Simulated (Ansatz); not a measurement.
## Two states of TiCdP₃

```
Cd Ti P
1.0
     5.51940    0.10297    0.64273
    -0.03505    5.58664   -0.08668
    -0.84347   -0.21031    5.12830
Cd Ti P
2 2 6
Direct
  0.45183 0.56447 0.95186
  0.03813 0.78005 0.76680
  0.62655 0.03969 0.93556
  0.21984 0.21586 0.60544
  0.19362 0.13251 0.10224
  0.63137 0.74432 0.52303
  0.57992 0.33431 0.33630
  0.25276 0.62162 0.37579
  0.80155 0.40138 0.70943
  0.86146 0.65033 0.17572
```

Single point in Ansatz 0.2.0 with PBEsol, with U_eff = 3.46 eV on Ti d (all-electron-ortho-atomic projectors). Cutoff 420 eV, PAW datasets, 3×3×4 (shifted by 0, 0.5, 0.5 steps) k mesh, fermi-dirac filling (width 0.1 eV).

State A: Ti3 up, Ti4 down (collinear spin). State B: Ti3 up, Ti4 up (collinear spin).

**Question.** Compare the two self-consistent states.

**Answer.** State B is lower by 2.0 meV an atom at zero smearing. So small a gap isn't resolved on this mesh where a state is a metal.

| state | free energy (meV/atom) | largest moment in a small sphere (μB) | net moment (μB/cell) | gap on mesh (eV) | pressure (GPa) | largest force (eV/Å) |
| --- | --- | --- | --- | --- | --- | --- |
| A | 2.2 | 1.14 | 0.13 | metal | 12.9 | 2.40 |
| B | 0.0 | 1.26 | 2.99 | metal | 13.0 | 2.47 |

Origin: a disordered cell, so it need not be a known compound. Caveats: the k mesh is coarse if the cell is a metal; atoms or cell far from equilibrium.
